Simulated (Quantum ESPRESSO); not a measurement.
## V2Al2MoTa2W (finding a planted mistake in a log)

Simulated, not a measurement. The program is pw.x of Quantum ESPRESSO 7.5 (plane-wave density functional theory). The cell is made up: eight metal atoms on a face-centred cubic lattice, with elements, volume, strain and displacements drawn at random and not relaxed, so it may be unstable or far from any real phase. PseudoDojo standard norm-conserving files set the functional (PBE unless stated); there is no spin polarisation or spin-orbit coupling, the Fermi-Dirac width of 0.25 eV means electrons at about 2900 K, and the masses in the input are unused placeholders. Heavy elements are run without spin-orbit coupling, which real alloys of them have. A spin test at this wide smearing found no moment, but such smearing suppresses magnetism that the real alloy may have.

Intended input:

```
&control calculation='scf', pseudo_dir='./dojo.nc.sr.pbe.v0_5.standard.upf', outdir='./o', disk_io='minimal', tprnfor=.true., tstress=.true. /
&system ibrav=0, nat=8, ntyp=5, nbnd=59, ecutwfc=84.00895049, nosym=.true., tot_charge=0,
 occupations='smearing', smearing='fd', degauss=0.0183746611
/
&electrons conv_thr=1.470e-08, electron_maxstep=70, mixing_beta=0.5 /
ATOMIC_SPECIES
Al 1.0 Al.upf
Mo 1.0 Mo.upf
Ta 1.0 Ta.upf
V 1.0 V.upf
W 1.0 W.upf
CELL_PARAMETERS angstrom
-0.0459 3.8039 3.8134
3.8911 -0.0869 3.8544
3.8635 3.8172 -0.0592
ATOMIC_POSITIONS angstrom
V -0.0897 0.0412 0.0115
Al 1.8444 1.8147 -0.0757
V 1.9171 -0.2835 1.9377
Mo 3.9543 1.8669 1.8845
Ta -0.1501 1.8799 1.8008
Al 1.9821 3.711 1.8387
Ta 1.9083 1.887 3.8004
W 3.9437 3.6814 3.7062
K_POINTS automatic
5 5 5 1 1 1
```

The log is shortened where brackets say so; the opening notice, blank lines, dates and the lines on written files are dropped, and the path of the files is cut. It prints rydbergs, bohrs and kilobars, and counts compression as positive stress. Its total energy is the free energy E - TS of the whole cell.

Log of the intended run:

```
     Program PWSCF v.7.5
     Parallel version (MPI & OpenMP), running on       4 processor cores
     Number of MPI processes:                 4
     Threads/MPI process:                     1
     [start-up lines left out]
     bravais-lattice index     =            0
     lattice parameter (alat)  =      10.1789  a.u.
     unit-cell volume          =     783.6041 (a.u.)^3
     number of atoms/cell      =            8
     number of atomic types    =            5
     number of electrons       =        86.00
     number of Kohn-Sham states=           59
     kinetic-energy cutoff     =      84.0090  Ry
     charge density cutoff     =     336.0358  Ry
     scf convergence threshold =      1.5E-08
     mixing beta               =       0.5000
     number of iterations used =            8  plain     mixing
     Exchange-correlation= PBE
                           (   1   4   3   4   0   0   0)
     [axes and pseudopotential details left out]
   Cartesian axes
     site n.     atom                  positions (alat units)
         1        V      tau(   1) = (  -0.0166529   0.0076488   0.0021350  )
         2        Al     tau(   2) = (   0.3424151   0.3369013  -0.0140538  )
         3        V      tau(   3) = (   0.3559120  -0.0526321   0.3597364  )
         4        Mo     tau(   4) = (   0.7341207   0.3465923   0.3498597  )
         5        Ta     tau(   5) = (  -0.0278662   0.3490057   0.3343207  )
         6        Al     tau(   6) = (   0.3679793   0.6889517   0.3413569  )
         7        Ta     tau(   7) = (   0.3542782   0.3503239   0.7055489  )
         8        W      tau(   8) = (   0.7321528   0.6834564   0.6880606  )
     number of k points=    63  Fermi-Dirac smearing, width (Ry)=  0.0184
                       cart. coord. in units 2pi/alat
        k(    1) = (   0.0698921   0.0714681   0.0708017), wk =   0.0320000
        k(    2) = (   0.2089912   0.2107723  -0.0664812), wk =   0.0320000
     [further k points left out]
     Dense  grid:    81513 G-vectors     FFT dimensions: (  60,  64,  60)
     Estimated max dynamical RAM per process >     299.68 MB
     Estimated total dynamical RAM >       1.11 GB
     Initial potential from superposition of free atoms
     starting charge      85.9892, renormalised to      86.0000
     Starting wfcs are   68 randomized atomic wfcs
     total cpu time spent up to now is        5.4 secs
     per-process dynamical memory:   233.1 Mb
     Self-consistent Calculation
     iteration #  1     ecut=    84.01 Ry     beta= 0.50
     Davidson diagonalization with overlap
     ethr =  1.00E-02,  avg # of iterations =  2.5
     total cpu time spent up to now is       16.4 secs
     total energy              =    -856.32226635 Ry
     estimated scf accuracy    <       1.39933054 Ry
     iteration #  2     ecut=    84.01 Ry     beta= 0.50
     Davidson diagonalization with overlap
     ethr =  1.63E-03,  avg # of iterations =  4.3
     total cpu time spent up to now is       28.9 secs
     total energy              =    -855.92863930 Ry
     estimated scf accuracy    <      13.80218676 Ry
     [iterations 3 to 15 left out]
     iteration # 16     ecut=    84.01 Ry     beta= 0.50
     Davidson diagonalization with overlap
     ethr =  6.54E-11,  avg # of iterations =  2.0
     total cpu time spent up to now is      165.3 secs
     total energy              =    -857.06934651 Ry
     estimated scf accuracy    <       0.00000002 Ry
     iteration # 17     ecut=    84.01 Ry     beta= 0.50
     Davidson diagonalization with overlap
     ethr =  2.86E-11,  avg # of iterations =  1.1
     total cpu time spent up to now is      173.9 secs
     End of self-consistent calculation
     [lines on levels left out]
!    total energy              =    -857.06934652 Ry
     estimated scf accuracy    <          1.7E-09 Ry
     smearing contrib. (-TS)   =      -0.11064639 Ry
     internal energy E=F+TS    =    -856.95870013 Ry
     The total energy is F=E-TS. E is the sum of the following terms:
     one-electron contribution =    -240.13287072 Ry
     hartree contribution      =     164.69349176 Ry
     xc contribution           =    -164.01992251 Ry
     ewald contribution        =    -617.49939866 Ry
     convergence has been achieved in  17 iterations
     Forces acting on atoms (cartesian axes, Ry/au):
     atom    1 type  4   force =     0.01104150   -0.05065429   -0.04172322
     atom    2 type  1   force =     0.06324956   -0.03009978    0.04378878
     atom    3 type  4   force =     0.02111224    0.11322258   -0.01154132
     atom    4 type  2   force =    -0.06497359   -0.07801805   -0.04449586
     atom    5 type  3   force =     0.09936585    0.01093404    0.08325994
     atom    6 type  1   force =    -0.05305056   -0.00296226   -0.00359073
     atom    7 type  3   force =    -0.04291190   -0.03499383   -0.07146059
     atom    8 type  5   force =    -0.03383309    0.07257160    0.04576299
     Total force =     0.270885     Total SCF correction =     0.000098
     Computing stress (Cartesian axis) and pressure
          total   stress  (Ry/bohr**3)                   (kbar)     P=      260.48
   0.00190578   0.00017133  -0.00003872          280.35       25.20       -5.70
   0.00017133   0.00159734   0.00020302           25.20      234.98       29.87
  -0.00003872   0.00020302   0.00180896           -5.70       29.87      266.11
     init_run     :      5.15s CPU      5.32s WALL (       1 calls)
     electrons    :    168.08s CPU    168.48s WALL (       1 calls)
     forces       :      1.73s CPU      1.74s WALL (       1 calls)
     stress       :      6.05s CPU      6.06s WALL (       1 calls)
     [timing details left out]
     PWSCF        :   3m 1.13s CPU   3m 1.74s WALL
     JOB DONE.
```

A second run was made from an input with one planted mistake. Its log:

```
     Program PWSCF v.7.5
     Parallel version (MPI & OpenMP), running on       4 processor cores
     Number of MPI processes:                 4
     Threads/MPI process:                     1
     [start-up lines left out]
     bravais-lattice index     =            0
     lattice parameter (alat)  =      10.3815  a.u.
     unit-cell volume          =     831.3240 (a.u.)^3
     number of atoms/cell      =            8
     number of atomic types    =            5
     number of electrons       =        86.00
     number of Kohn-Sham states=           59
     kinetic-energy cutoff     =      84.0090  Ry
     charge density cutoff     =     336.0358  Ry
     scf convergence threshold =      1.5E-08
     mixing beta               =       0.5000
     number of iterations used =            8  plain     mixing
     Exchange-correlation= PBE
                           (   1   4   3   4   0   0   0)
     [axes and pseudopotential details left out]
   Cartesian axes
     site n.     atom                  positions (alat units)
         1        V      tau(   1) = (  -0.0166556   0.0076452   0.0021297  )
         2        Al     tau(   2) = (   0.3424138   0.3368983  -0.0140526  )
         3        V      tau(   3) = (   0.3559203  -0.0526244   0.3597429  )
         4        Mo     tau(   4) = (   0.7341209   0.3466004   0.3498588  )
         5        Ta     tau(   5) = (  -0.0278686   0.3490032   0.3343135  )
         6        Al     tau(   6) = (   0.3679706   0.6889414   0.3413580  )
         7        Ta     tau(   7) = (   0.3542821   0.3503320   0.7055424  )
         8        W      tau(   8) = (   0.7321550   0.6834624   0.6880677  )
     number of k points=    63  Fermi-Dirac smearing, width (Ry)=  0.0184
                       cart. coord. in units 2pi/alat
        k(    1) = (   0.0698922   0.0714676   0.0708019), wk =   0.0320000
        k(    2) = (   0.2089904   0.2107707  -0.0664800), wk =   0.0320000
     [further k points left out]
     Dense  grid:    86457 G-vectors     FFT dimensions: (  64,  64,  64)
     Estimated max dynamical RAM per process >     318.02 MB
     Estimated total dynamical RAM >       1.18 GB
     Initial potential from superposition of free atoms
     starting charge      85.9892, renormalised to      86.0000
     Starting wfcs are   68 randomized atomic wfcs
     total cpu time spent up to now is        7.2 secs
     per-process dynamical memory:   247.9 Mb
     Self-consistent Calculation
     iteration #  1     ecut=    84.01 Ry     beta= 0.50
     Davidson diagonalization with overlap
     ethr =  1.00E-02,  avg # of iterations =  2.4
     total cpu time spent up to now is       22.2 secs
     total energy              =    -856.32556394 Ry
     estimated scf accuracy    <       1.48877934 Ry
     iteration #  2     ecut=    84.01 Ry     beta= 0.50
     Davidson diagonalization with overlap
     ethr =  1.73E-03,  avg # of iterations =  4.4
     total cpu time spent up to now is       39.2 secs
     total energy              =    -855.92384903 Ry
     estimated scf accuracy    <      15.63289614 Ry
     [iterations 3 to 15 left out]
     iteration # 16     ecut=    84.01 Ry     beta= 0.50
     Davidson diagonalization with overlap
     ethr =  1.49E-10,  avg # of iterations =  2.0
     total cpu time spent up to now is      215.8 secs
     total energy              =    -857.12951667 Ry
     estimated scf accuracy    <       0.00000006 Ry
     iteration # 17     ecut=    84.01 Ry     beta= 0.50
     Davidson diagonalization with overlap
     ethr =  7.39E-11,  avg # of iterations =  1.0
     total cpu time spent up to now is      225.5 secs
     End of self-consistent calculation
     [lines on levels left out]
!    total energy              =    -857.12951667 Ry
     estimated scf accuracy    <          3.7E-09 Ry
     smearing contrib. (-TS)   =      -0.11758373 Ry
     internal energy E=F+TS    =    -857.01193295 Ry
     The total energy is F=E-TS. E is the sum of the following terms:
     one-electron contribution =    -257.34480768 Ry
     hartree contribution      =     169.30684059 Ry
     xc contribution           =    -163.52261122 Ry
     ewald contribution        =    -605.45135464 Ry
     convergence has been achieved in  17 iterations
     Forces acting on atoms (cartesian axes, Ry/au):
     atom    1 type  4   force =     0.00901290   -0.04193341   -0.03548381
     atom    2 type  1   force =     0.05283190   -0.02407565    0.03589685
     atom    3 type  4   force =     0.01477815    0.09276097   -0.00898404
     atom    4 type  2   force =    -0.05194796   -0.06090203   -0.03474614
     atom    5 type  3   force =     0.08354572    0.01143119    0.06805065
     atom    6 type  1   force =    -0.04475421   -0.00268573   -0.00334449
     atom    7 type  3   force =    -0.03422409   -0.03215756   -0.05648628
     atom    8 type  5   force =    -0.02924242    0.05756222    0.03509725
     Total force =     0.220989     Total SCF correction =     0.000189
     Computing stress (Cartesian axis) and pressure
          total   stress  (Ry/bohr**3)                   (kbar)     P=      116.63
   0.00091049   0.00013208  -0.00002641          133.94       19.43       -3.88
   0.00013208   0.00064663   0.00017876           19.43       95.12       26.30
  -0.00002641   0.00017876   0.00082142           -3.88       26.30      120.83
     init_run     :      6.93s CPU      7.11s WALL (       1 calls)
     electrons    :    217.70s CPU    218.29s WALL (       1 calls)
     forces       :      1.68s CPU      1.69s WALL (       1 calls)
     stress       :      5.83s CPU      5.84s WALL (       1 calls)
     [timing details left out]
     PWSCF        :   3m52.27s CPU   3m53.08s WALL
     JOB DONE.
```

Question: the log repeats what the program read. Compare it with the intended run: what was wrong in the second input?

Answer: the cell and the positions are scaled by a wrong factor. The input lines that differ:

```
- -0.0459 3.8039 3.8134
- 3.8911 -0.0869 3.8544
- 3.8635 3.8172 -0.0592
+ -0.0468 3.8796 3.8893
+ 3.9685 -0.0886 3.9311
+ 3.9404 3.8932 -0.0604
- V -0.0897 0.0412 0.0115
- Al 1.8444 1.8147 -0.0757
- V 1.9171 -0.2835 1.9377
- Mo 3.9543 1.8669 1.8845
- Ta -0.1501 1.8799 1.8008
- Al 1.9821 3.711 1.8387
- Ta 1.9083 1.887 3.8004
- W 3.9437 3.6814 3.7062
+ V -0.0915 0.042 0.0117
+ Al 1.8811 1.8508 -0.0772
+ V 1.9553 -0.2891 1.9763
+ Mo 4.033 1.9041 1.922
+ Ta -0.1531 1.9173 1.8366
+ Al 2.0215 3.7848 1.8753
+ Ta 1.9463 1.9246 3.876
+ W 4.0222 3.7547 3.78
```

```
                                            intended run  run with the mistake
                          free energy (eV)    -11661.023            -11661.841
         entropy term -TS, part of it (eV)        -1.505                -1.600
                            pressure (GPa)         26.05                 11.66
size of the largest force component (eV/Å)         2.911                 2.385
largest change of a force component (eV/Å)                               0.526
                                iterations            17                    17
```

For scale, a rerun of the intended cell at a higher cutoff and on a denser mesh moved values by no more than 0.008 eV in energy, 0.05 GPa in stress and 0.005 eV/Å in force, and a second program with other atomic files agreed on that cell to 2 % rms in force and 0.5 GPa in pressure.